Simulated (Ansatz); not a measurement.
AlN (rock salt, Fm-3m), the program Ansatz at the r²SCAN level (PAW). The conduction-band minimum lies at X, with 3 equivalent valleys. Second derivatives d²E/dk² of the lowest band at one valley (eV·Å²), along Cartesian directions:

| direction | d²E/dk² |
|---|---|
| [100] | 13.35 |
| [010] | 22.44 |
| [001] | 22.44 |
| [110] | 17.90 |
| [101] | 17.90 |
| [011] | 22.37 |

**Question.** Find the principal effective masses, the density-of-states mass and the conductivity mass.

**Answer.** Off-diagonal terms follow from H_xy = H[110] − (H_xx + H_yy)/2, and m*/mₑ = 7.620 eV·Å² over each eigenvalue: 0.34, 0.34, 0.57. One valley's DOS mass (m₁m₂m₃)^(1/3) = 0.40, conductivity mass 3/(Σ 1/mᵢ) = 0.39 mₑ.

**Question.** What effective density of states Nc follows at 300 K for parabolic valleys?

**Answer.** Nc = 2.509e19 × 3 × (0.40)^(3/2) ≈ 1.9e19 cm⁻³.

This is a known high-pressure phase of the composition, computed here at zero pressure and temperature. Symmetry was held in the r²SCAN relaxation; whether a distortion lowers the energy is not shown.

Potentials: the later of the program's two PAW sets.

Edges and masses are those of Kohn–Sham bands, whose gap is no quasiparticle gap.
